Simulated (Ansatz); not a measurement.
Cu Kα1 powder pattern (kinematic, no thermal factors).
2θ (°) (relative intensity): 16.67 (42, 1 0 0), 23.66 (37, 1 1 0), 29.09 (6, 1 1 1), 33.71 (100, 2 0 0), 37.83 (22, 2 1 0), 41.60 (17, 2 1 1), 48.41 (67, 2 2 0), 51.56 (11, 3 0 0), 54.57 (7, 3 1 0), 57.48 (4, 3 1 1), 60.29 (22, 2 2 2), 63.03 (5, 3 2 0), 65.70 (8, 3 2 1), 70.88 (10, 4 0 0), 73.41 (6, 4 1 0), 75.91 (4, 4 1 1), 78.38 (1, 3 3 1), 80.83 (28, 4 2 0), 83.26 (4, 4 2 1), 85.68 (2, 3 3 2)

The pattern is computed from a structure relaxed with Ansatz 0.2.0, DFT PBE, scalar-relativistic, plane waves, PAW. No spin polarisation. Its elements are Cd, Mg, S.

**Question.** Give the structure.

**Answer.** Mg3CdS4.
Space group Pm-3m (No. 221). a = 5.313 Å, b = 5.313 Å, c = 5.313 Å, α = 90.00°, β = 90.00°, γ = 90.00°
| atom | site | symmetry | x | y | z |
| --- | --- | --- | --- | --- | --- |
| Mg | 3c | 4/mm.m | 0.5000 | 0.0000 | 0.5000 |
| Cd | 1a | m-3m | 0.0000 | 0.0000 | 0.0000 |
| S | 3d | 4/mm.m | 0.0000 | 0.5000 | 0.0000 |
| S | 1b | m-3m | 0.5000 | 0.5000 | 0.5000 |

A pattern alone doesn't exclude other cells with like lines; this is the one computed.

It was reached by relaxing an invented guess, and it needn't be the stable form of this composition.
